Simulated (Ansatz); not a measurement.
Put CdAuC4N4 in P-43m (No. 215): Cd on 1b; C on 4e; Au on 1a; N on 4e. Recipe of this trial structure of CdAuC4N4: two interpenetrating cyanide-bridged diamond nets.

Theory: Ansatz, DFT PBE, scalar-relativistic, plane waves, PAW. Cutoff 420 eV, Γ-centred mesh, Gaussian smearing, collinear spin.

The zero of energy is the elements' standard structures at the same level (N₂ as a molecule); no fitted shifts are applied.

Q: Predict the relaxed structure.

A:

Space group P-43m (No. 215). a = 6.285 Å, b = 6.285 Å, c = 6.285 Å, α = 90.00°, β = 90.00°, γ = 90.00°
```json
{"atom": "Cd", "site": "1b", "symmetry": "-43m", "x": "0.5000", "y": "0.5000", "z": "0.5000"}
{"atom": "C", "site": "4e", "symmetry": ".3m", "x": "0.1922", "y": "0.1922", "z": "0.1922"}
{"atom": "Au", "site": "1a", "symmetry": "-43m", "x": "0.0000", "y": "0.0000", "z": "0.0000"}
{"atom": "N", "site": "4e", "symmetry": ".3m", "x": "0.2994", "y": "0.2994", "z": "0.2994"}
```

Around Cd lie 4 N at 2.18 Å; C is surrounded by 1 N at 1.17 Å and 1 Au at 2.09 Å; Au is surrounded by 4 C at 2.09 Å; N has 1 C at 1.17 Å and 1 Cd at 2.18 Å. Another local minimum with the same sites may exist.

Q: Where does its energy lie, and is it a metal?

A: The energy over the elements is +0.62 eV/atom, the gap on the 6×6×6 mesh of the 10-atom cell is 0 eV (a metal) and the net moment per atom is 0.10 μB. The moment by site is Au 0.3 μB. A positive value: parting into the elements would lower its energy.

The last run used collinear spin and Gaussian smearing of 0.10 eV. These runs have no spin–orbit coupling, which can matter for Au. The reference form of C is held partly by dispersion forces, which this level lacks. The magnetic state reached may not be the lowest. A structure relaxed within its symmetry needn't be a true minimum. Site moments count only spheres around the atoms; the net moment includes the space between them.
